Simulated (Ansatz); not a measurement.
## K: strain energy, fitted

K, Im-3m, a = 5.236 Å. Ansatz: PBEsol, PAW, 420 eV, Γ-centred 10×10×10 mesh on 2 atoms, Gaussian smearing 0.10 eV; no spin polarisation. Series: equal strain along all axes, cell held, atoms fixed by symmetry; x is the strain in per cent. y is the free energy over the unstrained cell, V0 = 71.774 Å³/atom.

| x (%) | y (meV/atom) |
| --- | --- |
| -4.5 | 13.89 |
| -3.0 | 5.26 |
| -1.5 | 0.79 |
| 0.0 | 0.00 |
| 1.5 | 2.47 |
| 3.0 | 7.81 |
| 4.5 | ? |

Task: Fit y = c2 x² + c3 x³ to the other rows, turn c2 into a modulus, and predict the missing energy.

Result: Least squares on the rows shown. y = 0.77540 x² + 0.024491 x³. In eV per unit strain² c2 is 7.754; the stiffness is B for this strain (E = 9/2 B V0 ε², shape held): 2 × 7.754 × 160.2 / (9 × 71.774) = 3.8 GPa. The unstrained cell keeps some stress along the strain, worth a slope of 0.61 meV/atom per %, which the form leaves out. With a term in x⁴ added, the coefficient of x² becomes 0.6004, 23 % less, which shows how far this figure hangs on the form. At x = 4.5 the fit asked for gives 17.93 meV/atom. The run gave 15.67 meV/atom, so the fit is 2.26 meV/atom too high, 14 % of the span of the series, against an rms of 0.71 meV/atom on the fitted rows. The row lies outside the fitted range. With a term in x⁴ added, a fit to the same known rows predicts 22.73 meV/atom, further off still.

Cost: 7 runs of about 0.71 core-minutes in all, on Arm Neoverse V1 (shared hosts).